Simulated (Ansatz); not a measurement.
The start is a generated cell, AlRu built in the CuPt structure type. The cell and all atomic positions are relaxed at zero pressure with PBEsol (plane waves to 420 eV, PAW, scalar-relativistic; Ansatz, an electronic-structure program). The first steps use a coarse 14×14×14 k-mesh.

Initial structure:
```yaml
crystal:
  lattice:
    - [1.32486, 0.76491, 4.23300]
    - [-1.32486, 0.76491, 4.23300]
    - [0.00000, -1.52981, 4.23300]
  atoms:
    - { symbol: Al, position: [0.00000, 0.00000, 0.00000] }
    - { symbol: Ru, position: [0.50000, 0.50000, 0.50000] }
```

Question: How large is the pressure on the unrelaxed cell, and of which sign?

Answer: +16.6 GPa (positive: the cell is compressed).

Question: How do the shortest distances between atoms change?

Answer: The closest pairs of elements (up to four, under 3.6 Å), start → end: Al–Ru 2.61 → 2.56 Å; Al–Al 2.65 → 2.84 Å; Ru–Ru 2.65 → 2.84 Å.

Question: What band gap does the relaxed structure have at this level?

Answer: Zero (metallic).

Question: Give the final cell and atomic positions.

Answer: 
```cif
data_Al3Ru3
_chemical_formula_sum 'Al3 Ru3'
_space_group_name_H-M_alt 'R-3m :H'
_space_group_IT_number 166
_space_group_name_Hall '-R 3 2"'
_cell_length_a 2.83959
_cell_length_b 2.83959
_cell_length_c 11.83582
_cell_angle_alpha 90.000
_cell_angle_beta 90.000
_cell_angle_gamma 120.000
loop_
_atom_site_label
_atom_site_type_symbol
_atom_site_symmetry_multiplicity
_atom_site_Wyckoff_symbol
_atom_site_fract_x
_atom_site_fract_y
_atom_site_fract_z
_atom_site_occupancy
Al1 Al 3 a 0.00000 0.00000 0.00000 1
Ru1 Ru 3 b 0.00000 0.00000 0.50000 1
```
(The calculation used a cell of 2 atoms; values per cell refer to that cell.)

The space group stays R-3m (No. 166) (the run could not lower it); the end is AFLOW prototype AB_hR2_166_a_b (L1_1, as in CuPt), with 2 atoms in the primitive cell. Final values are on a 19×19×19 k-mesh of the relaxed cell. No spin polarisation in the result.

The run could not lose the symmetry of its start: the end is stationary, and may be a saddle point rather than a minimum.

All atoms sit on sites fixed by symmetry, so only the cell could relax.

The relaxed structure here is a generated cell of AlRu: the first start was made by placing the elements on the sites of a structure type, and the end was not matched to a known phase here, so it may be hypothetical.
